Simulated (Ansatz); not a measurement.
Si3Ge (P-4m2), relaxed with PBEsol (Ansatz, a program for electronic structure, plane waves, PAW): a = b = 3.8813 Å, c = 5.4784 Å, α = β = γ = 90.00°.

| Quantity | Result |
|---|---|
| gap (eV) | 0.25 |
| ΔH_f (eV/atom) | 0.01 |
| B₀ by P(V) fit (GPa) | 87.3 |
| electron conductivity mass (mₑ) | 0.28 |

Task: The same phase is relaxed and computed with PBE in the same code. What are the cell and these values now?

Result: a = 3.9140 Å, b = 3.9140 Å, c = 5.5274 Å, α = 90.00°, β = 90.00°, γ = 90.00°.

- gap (eV) = 0.39
- ΔH_f (eV/atom) = 0.02
- B₀ by P(V) fit (GPa) = 81.3
- electron conductivity mass (mₑ) = 0.29

Typed or built starts, not in the databases checked: Si3Ge, P-4m2 (Si on 2g, Si on 1a, Ge on 1c). All cells were relaxed under the symmetry of their starts (and spin orders); stability against distortions was not tested throughout. Scalar-relativistic: spin–orbit coupling is off unless named, which matters more the heavier the elements.

Potentials: the later of the program's two PAW sets.

Ansatz is a plane-wave DFT program.

Formation energies count from the lowest solids of the elements computed at the same level, not from gases.
